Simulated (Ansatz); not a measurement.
## Two inputs for KCl with Na replacing K

Cell: a supercell of KCl (rock salt type, Fm-3m) built from a COD entry, with all atoms left at the host's positions.

Space group Fm-3m (No. 225); a = 18.8788 Å.

| site | Wyckoff | site symmetry | x | y | z |
| --- | --- | --- | --- | --- | --- |
| Na | 4a | m-3m | 0.0000 | 0.0000 | 0.0000 |
| K2 | 48h | m.m2 | 0.1667 | 0.1667 | 0.0000 |
| K5 | 32f | .3m | 0.3333 | 0.1667 | 0.1667 |
| K15 | 24e | 4m.m | 0.5000 | 0.5000 | 0.3333 |
| Cl28 | 32f | .3m | 0.1667 | 0.1667 | 0.1667 |
| Cl30 | 24e | 4m.m | 0.5000 | 0.5000 | 0.1667 |
| Cl32 | 48i | m.m2 | 0.5000 | 0.3333 | 0.3333 |
| Cl41 | 4b | m-3m | 0.5000 | 0.5000 | 0.5000 |

One atom of each set is listed; the run and its k-mesh use a cell of 54 atoms with edges of 13.35, 13.35, 13.35 Å.

Reference run. All values are calculated (Ansatz; DFT, PBE, plane waves and PAW, scalar-relativistic, 420 eV cutoff, Γ-centred 2×2×2 k-points, Fermi–Dirac smearing 0.01 eV), not measured.

(1) The input is changed as follows: `kpoints.mp_grid.grid`: [2, 2, 2] → [1, 1, 1]; `kpoints.mp_grid.shift`: not typed → [0.5, 0.5, 0.5]; `scf.eigensolver.kind`: not typed → davidson. What happens to V_zz (10²¹ V/m²) and η?

## Answers

(1) 

```csv
site,V_zz reference,η reference,V_zz changed,η changed
Na,0.00,–,0.005,0.00
K2,0.022,0.91,-0.021,0.15
K6,0.022,0.91,0.038,0.67
K15,0.038,0.00,0.042,0.35
Cl28,-0.023,0.00,0.063,0.00
Cl29,-0.023,0.00,0.094,0.33
Cl30,1.24,0.00,1.24,0.07
Cl32,0.010,0.47,0.084,0.12
Cl33,0.010,0.47,0.093,0.02
Cl41,0.00,–,0.096,0.00
```

The largest change of V_zz along a kept axis is on Cl41, from 0.00 to 0.096. V_zz changes sign on Cl28 (same axis). On Cl29, K2, Cl32 the largest principal value lies along another axis in the second run, so the two V_zz can't be compared directly. Other sites with |V_zz| of 0.02 or less aren't listed. Symmetry makes η zero on K15, Cl29, Cl30; the changed mesh lacks the crystal's symmetry, and the η that it gives there is an artefact. SCF iterations: 6 and 7. In the changed run the k-mesh is coarser than the standard one, so its values aren't converged ones.

On the reference run: The defect repeats with the cell of 54 atoms, so it feels its images: sites between two images don't show the values beside a lone defect, and zeros or small values of η there can come from the images' arrangement. The neighbours have not yet relaxed around the defect (largest force 0.24 eV/Å), so a real crystal will differ.
